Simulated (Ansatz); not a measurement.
An Ansatz (a quantum-chemistry and plane-wave program) run. Input:

Ansatz 0.2 input:
```yaml
crystal:
  lattice:
    - [0.0, 2.7007739528, 2.7007739528]
    - [2.7007739528, 0.0, 2.7007739528]
    - [2.7007739528, 2.7007739528, 0.0]
  atoms:
    - { symbol: Si, position: [0.75, 0.75, 0.75] }
    - { symbol: Si, position: [0.5, 0.5, 0.5] }
kpoints:
  mp_grid: { grid: [8, 8, 8] }
hamiltonian:
  xc: lda
  pseudopotentials: { azcp: { folder: ./paw }, kind: paw }
scf:
  occupations: { method: fixed }
phonons:
  method: dfpt
  response_accuracy: low
  qmesh: [4, 4, 4]
  interpolated_qmesh: [17, 17, 17]
  dielectric: true
  rigid_motions: translations
  temperatures: { t_max: 1000, t_step: 50 }
  qpath:
    path:
      - [[0.0, 0.0, 0.0], [0.5, 0.0, 0.5], [0.625, 0.25, 0.625]]  # Γ-X-U
      - [[0.375, 0.375, 0.75], [0.0, 0.0, 0.0], [0.5, 0.5, 0.5], [0.5, 0.25, 0.75], [0.5, 0.0, 0.5]]  # K-Γ-L-W-X
    npoints: 13
```

Output (shortened):

```
Pseudopotential: Si, paw, valence charge 4
Functional definition: SPW92
Crystal: 2 atoms, lattice volume = 39.400 Å³
Basis set: ecut = 420 eV, 749 PW (Γ), exchange–correlation on 64×64×64 points (8 copies of the dense FFT grid, shifted against one another)
Bands: 8, of which v1, the nominal top of the filled ones, is band 4 counted from 1 (3 counted from 0)
Symmetry: 48 space group operations
k-points: 95 of 512 (irreducible under 4 space group operations, time reversal used)
SCF iter   1: F=—  HF=-1217.566514 eV  |F-HF|=—  |Δ(HF+E_count)|=         —  Δρ=4.72e-2  dr2=8.35e-1  ethr=3.10e-3  ⟨swp⟩=4.6  Hψ=5564  notcnv=0  defer=157
preconditioner: auto → none
SCF iter   2: F=—  HF=-1217.328961 eV  |F-HF|=—  |Δ(HF+E_count)|=   2.38e-1  Δρ=1.95e-2  dr2=1.19e-1  ethr=3.10e-3  ⟨swp⟩=2.9  Hψ=1996  notcnv=0  defer=168
SCF iter   3: F=—  HF=-1217.296587 eV  |F-HF|=—  |Δ(HF+E_count)|=   3.24e-2  Δρ=1.74e-3  dr2=8.02e-4  ethr=1.49e-3  ⟨swp⟩=3.0  Hψ=1297  notcnv=0  defer=176
SCF iter   4: F=—  HF=-1217.296509 eV  |F-HF|=—  |Δ(HF+E_count)|=   7.78e-5  Δρ=5.89e-5  dr2=1.00e-6  ethr=1.00e-5  ⟨swp⟩=3.0  Hψ=1307  notcnv=0  defer=179
SCF iter   5: F=—  HF=-1217.296512 eV  |F-HF|=—  |Δ(HF+E_count)|=   2.54e-6  Δρ=1.43e-5  dr2=5.57e-8  ethr=1.26e-8  ⟨swp⟩=2.3  Hψ=1136  notcnv=0  defer=78
SCF iter   6: F=-1217.296512 eV  HF=-1217.296512 eV  |F-HF|=2.61e-11  |Δ(HF+E_count)|=   1.82e-9  Δρ=6.41e-7  dr2=7.32e-11  ethr=1.25e-12  ⟨swp⟩=9.4  Hψ=6695  notcnv=0
SCF 1 converged in 6 iterations: F = -1217.296512 eV  dr2 = 7.32e-11
NSCF: frozen V_eff on 72 k-points
DFPT response loops at Γ: preconditioner auto → none (the input reference at scf.mixing.eps_inf says where Resta's filter doesn't serve); β = 0.50 …
── the response to a field inside a basis, on 8×8×8 k-points: an SCF that follows is theirs, and a resumed run solves both again ──
Crystal: 2 atoms, lattice volume = 39.400 Å³
Bands: 5, of which v1, the nominal top of the filled ones, is band 4 counted from 1 (3 counted from 0)
k-points: 60 of 512 (irreducible under 12 space group operations)
SCF iter   1: F=—  HF=-1217.300443 eV  |F-HF|=—  |Δ(HF+E_count)|=         —  Δρ=1.23e-4  dr2=6.86e-6  ethr=1.00e-1
preconditioner: auto → none
SCF iter   2: F=—  HF=-1217.300441 eV  |F-HF|=—  |Δ(HF+E_count)|=   1.95e-6  Δρ=4.69e-5  dr2=8.21e-7  ethr=8.57e-8
SCF iter   3: F=-1217.300441 eV  HF=-1217.300441 eV  |F-HF|=7.97e-10  |Δ(HF+E_count)|=   1.73e-7  Δρ=5.81e-6  dr2=8.34e-9  ethr=1.03e-8
SCF 1 converged in 3 iterations: F = -1217.300441 eV  dr2 = 8.34e-9
DFPT response loops at Γ: mixed as the last ones told, above
WARN: field response: ε∞ stands inside a basis, on 8×8×8 points …
NSCF: frozen V_eff on 29 k-points
NSCF: frozen V_eff on 576 k-points
DFPT response loops at q = (0, 0, 0.25) (fractional): mixed as the last ones told, above
NSCF: frozen V_eff on 300 k-points
DFPT response loops at q = (0, 0, -0.5) (fractional): preconditioner auto → Resta (q_TF=auto, 2.092 Å⁻¹)  ε∞=11.0 (no band partly filled) …
NSCF: frozen V_eff on 328 k-points
DFPT response loops at q = (0, 0.25, 0.25) (fractional) …
NSCF: frozen V_eff on 1024 k-points
DFPT response loops at q = (0, 0.25, -0.5) (fractional): preconditioner auto → Resta (q_TF=auto, 2.092 Å⁻¹)  ε∞=11.0 (no band partly filled) …
NSCF: frozen V_eff on 576 k-points
DFPT response loops at q = (0, 0.25, -0.25) (fractional): mixed as the last ones told, above
NSCF: frozen V_eff on 190 k-points
DFPT response loops at q = (0, -0.5, -0.5) (fractional): mixed as the last ones told, above
NSCF: frozen V_eff on 328 k-points
DFPT response loops at q = (0.25, -0.5, -0.25) (fractional): mixed as the last ones told, above
SCF converged after 6 iterations
Free energy (F): -1217.296512 eV
Harris-Foulkes:  -1217.296512 eV  (|F-HF|=2.61e-11)
Internal energy: -1217.296512 eV  (E = F + TS)
E sigma→0 (E₀):  -1217.296512 eV
Fermi energy:    6.212799 eV
--- Per-component energies (eV) ---
  E_band       = 8.727285
  E_kinetic    = 81.906189
  E_local      = -49.924833  (includes V_loc(G=0)·N_el)
  E_nonlocal   = 47.885617
  E_hartree    = 14.701496
  E_xc         = -112.226753
  E_vxc        = -96.374178  (∫ρ·V_xc dr)
  E_paw        = -970.041765  (= ΣΔE_a)
  E_vpaw       = -4.168537  (= ΣTr[D̂ρ^β])
  E_aug_tail   = 0.000073  (compensation charges beyond the density's cutoff)
  E_ewald      = -229.765196
  E_core_change = 0.168662  (= ΣΔE_core)
  E_smearing   =  0.000000  (= −TS)
  E_closure    = 0.000000  (closes the sum)
  Σ components = -1217.296512   (vs F -1217.296512, Δ=0.00e0)
  [band-id]    e_kinetic+e_local+e_nonlocal+2·e_hartree+e_vxc+e_vpaw+e_augmentation_tail = 8.727322   (vs E_band 8.727285, Δ=3.69e-5)
--- Band table (eV; the first three rows and the last of 95) ---
  k-point 0: bands = ["-5.8658", "6.2128", "6.2128", "6.2128", "8.7445", "8.7445", "8.7445", "9.5812"]
  k-point 1: bands = ["-5.6588", "4.5920", "5.9183", "5.9183", "8.6762", "9.1751", "9.1751", "10.9207"]
  k-point 2: bands = ["-5.0543", "2.2349", "5.4424", "5.4424", "8.1894", "9.6906", "9.6906", "13.0958"]
  k-point 94: bands = ["-1.4897", "-1.4897", "2.2645", "2.2645", "10.3967", "10.3967", "11.1910", "11.1910"]
--- Phonons (Γ-DFPT): 1 representative perturbation + reference, on 95 of 512 k-points (Σ response iterations 3) ---
  ASR residual: 9.868e-5 → 0.000e0 eV/Å²; symmetrization residual: 1.776e-14 eV/Å²
  ASR residual per site (eV/Å²): 9.87e-5 9.87e-5
  Γ frequencies (cm⁻¹): 0.00 0.00 0.00 513.59 513.59 513.59
  ε∞ (high-frequency dielectric tensor):
       13.251945     0.000000     0.000000
        0.000000    13.251945     0.000000
        0.000000     0.000000    13.251945
  ε⁰ (static dielectric tensor: ions relaxed, cell fixed):
       13.251945     0.000000     0.000000
        0.000000    13.251945     0.000000
        0.000000     0.000000    13.251945
  ε⁰ − ε∞ (ionic part):
        0.000000     0.000000     0.000000
        0.000000     0.000000     0.000000
        0.000000     0.000000     0.000000
  softest optical mode at Γ: 513.59 cm⁻¹; the repairs (sum rule, projections) moved no ω² at Γ by more than (0.98 cm⁻¹)²
  Born effective charges Z* (e; rows j = field, columns β = displacement):
    site 0:
         0.00000    0.00000    0.00000
         0.00000    0.00000    0.00000
         0.00000    0.00000    0.00000
    site 1:
         0.00000    0.00000    0.00000
         0.00000    0.00000    0.00000
         0.00000    0.00000    0.00000
  Z* charge neutrality: 1.604e-3 e pre-enforcement
  solved inside a basis spanned on kpoints, on 8×8×8 k-points, its susceptibility summed on 12×12×12: ε∞ is read to err by 5.0e-2, Z* by 5.2e-3 e (field_mesh …
  optical modes at Γ without the LO–TO term, one row a degenerate level:
      ω (cm⁻¹)  modes    IR ((D/Å)²/amu)
        513.59      3             0.0000
  optical modes at Γ + LO–TO along q̂ = [1.0000, 0.0000, 0.0000]:
      ω (cm⁻¹)  modes    IR ((D/Å)²/amu)
        513.59      3             0.0000
  optical modes at Γ + LO–TO along q̂ = [0.0000, 1.0000, 0.0000]:
      ω (cm⁻¹)  modes    IR ((D/Å)²/amu)
        513.59      3             0.0000
  optical modes at Γ + LO–TO along q̂ = [0.0000, 0.0000, 1.0000]:
      ω (cm⁻¹)  modes    IR ((D/Å)²/amu)
        513.59      3             0.0000
  non-analytic LO–TO correction: in the Γ rows by direction alone, where the run has any; polar crystals …
--- Phonons (arbitrary-q DFPT): 8 irreducible q on the 4×4×4 mesh ---
  q = [0.0000, 0.0000, 0.0000] (star 1, of the zone-centre solve; hermiticity 6.77e-16, symmetrization 1.70e-15):  0.00 0.00 0.00 513.59 513.59 513.59
  q = [0.0000, 0.0000, 0.2500] (star 8, 1 solved perturbation on 288 of 512 k-point pairs; hermiticity 2.27e-7, symmetrization 3.11e-15): 91.91 91.91 229.18 484.49 495.51 495.51
  q = [0.0000, 0.0000, -0.5000] (star 4, 1 solved perturbation on 150 of 512 k-point pairs; hermiticity 2.77e-15, symmetrization 3.95e-15): 104.37 104.37 372.35 412.51 489.64 489.64
  q = [0.0000, 0.2500, 0.2500] (star 6, 2 solved perturbations in 264 linear systems a pass and spin channel, the states on 164 of 512 k-point pairs; hermiticity 1.16e-8, symmetrization 3.65e-15): 123.14 123.14 240.21 474.24 474.24 492.42
  q = [0.0000, 0.2500, -0.5000] (star 24, 2 solved perturbations in 800 linear systems a pass and spin channel, the states on 512 of 512 k-point pairs; hermiticity 2.25e-7, symmetrization 5.31e-15): 134.44 193.63 317.60 413.19 467.19 480.24
  q = [0.0000, 0.2500, -0.2500] (star 12, 2 solved perturbations in 452 linear systems a pass and spin channel, the states on 288 of 512 k-point pairs; hermiticity 1.82e-7, symmetrization 4.36e-15): 133.27 190.74 281.80 419.68 473.71 488.56
  q = [0.0000, -0.5000, -0.5000] (star 3, 2 solved perturbations in 154 linear systems a pass and spin channel, the states on 95 of 512 k-point pairs; hermiticity 1.55e-14, symmetrization 2.54e-15): 135.17 135.17 408.51 408.51 461.05 461.05
  q = [0.2500, -0.5000, -0.2500] (star 6, 2 solved perturbations in 251 linear systems a pass and spin channel, the states on 164 of 512 k-point pairs; hermiticity 1.83e-7, symmetrization 5.20e-15): 197.32 197.32 352.43 352.43 466.62 466.62
  sum rule: each row above includes the acoustic sum rule's correction from the zone centre's row sums; it moved no ω² by more than (0.98 cm⁻¹)²
  mesh force constants: q→R imaginary residual 2.07e-18; ASR residual 9.868e-5 → 0.000e0 eV/Å²; symmetrization residual 1.066e-14 eV/Å²
  interpolated dispersion: 80 rows × 6 modes
  density of states and harmonic sums: on the 17×17×17 q-mesh, interpolated from the force constants of a 4×4×4 supercell (no non-analytic term)
  largest difference from the sums on the solved wave vectors: F 8.33e-3 eV, S 1.23e-5 and C_V 3.99e-6 eV/K
  zero-point energy: 0.122585 eV/cell   skipped modes (ω ≤ 0): 3   left out of the sums: 1.02e-4 of the cell's modes …
```

Cost: very roughly 100 core-seconds on shared cores.

Space group Fd-3m (diamond). The LDA relaxation kept the symmetry of its start.

Potentials: the earlier of the program's two PAW sets. The files were generated under PBE; for other functionals the program regenerates the frozen cores, and for LDA and PBEsol the local potential too.

Ansatz is a plane-wave DFT program.
